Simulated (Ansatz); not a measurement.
In₂SeS:
```yaml
crystal:
  lattice:
    - [4.05109, 0.00000, 0.00000]
    - [-2.02555, 3.50835, 0.00000]
    - [0.00000, 0.00000, 9.58226]
  atoms:
    - { symbol: In, position: [0.00000, 0.00000, 0.44550] }
    - { symbol: In, position: [0.33333, 0.66667, 0.03455] }
    - { symbol: Se, position: [0.33333, 0.66667, 0.57337] }
    - { symbol: S, position: [0.00000, 0.00000, 0.19458] }
```

r²SCAN in the plane-wave PAW code Ansatz gives a gap of 0.83 eV without spin–orbit coupling, maximum at K, minimum at A.

Q: What happens when spin–orbit coupling is switched on?

A: The gap shrinks by 0.01 eV, to 0.82 eV; maximum at K, minimum at A.

Q: Give the hole effective mass with spin–orbit coupling.

A: 0.78 mₑ (isotropic).

Space group P3m1. The start of the workflow was typed in or built on a structure type; neither database checked (COD, Materials Project) lists it. Its standing as an ambient phase is unchecked. Symmetry was held in the r²SCAN relaxation; whether a distortion lowers the energy is not shown.

Potentials: the earlier of the program's two PAW sets. The files were generated under PBE; for other functionals the program regenerates the frozen cores, and for LDA and PBEsol the local potential too.
